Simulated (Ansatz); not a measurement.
**Is this IrRu₂ structure stable?**

It was reached by relaxing an invented guess, and it needn't be the stable form of this composition.

Computed with DFT PBE, scalar-relativistic, plane waves, PAW (Ansatz 0.2.0). Settings of the last relaxation (6-atom cell): 420 eV, 18×18×4 k points, Gaussian smearing of 0.10 eV, no spin polarisation.

```cif
data_structure
_symmetry_space_group_name_H-M 'P6_3/mmc'
_symmetry_Int_Tables_number 194
_cell_length_a 2.7324
_cell_length_b 2.7324
_cell_length_c 12.9966
_cell_angle_alpha 90.000
_cell_angle_beta 90.000
_cell_angle_gamma 120.000
_cell_volume 84.03
loop_
_atom_site_label
_atom_site_type_symbol
_atom_site_symmetry_multiplicity
_atom_site_Wyckoff_symbol
_atom_site_fract_x
_atom_site_fract_y
_atom_site_fract_z
_atom_site_occupancy
Ru1 Ru 4 f 0.33333 0.66667 0.08090 1
Ir1 Ir 2 d 0.33333 0.66667 0.75000 1
```

The zero of energy is the elements' standard structures at the same level; no fitted shifts are applied.

Q: These tests were run: energy against the elements; phonons at Γ. What do they show?

A:

```tsv
test	result
energy against the elements	−0.04 eV/atom
phonons at Γ	lowest optical mode 73 cm⁻¹
```

It fails none of these tests. Whether a mixture of other phases lies lower isn't tested here. Phonons away from Γ weren't computed.

For metals, differences of a few meV/atom aren't resolved. Spin–orbit coupling, which can matter for Ir, is left out. The run for the phonons used an 18×18×4 k mesh and Fermi–Dirac smearing of 0.15 eV.
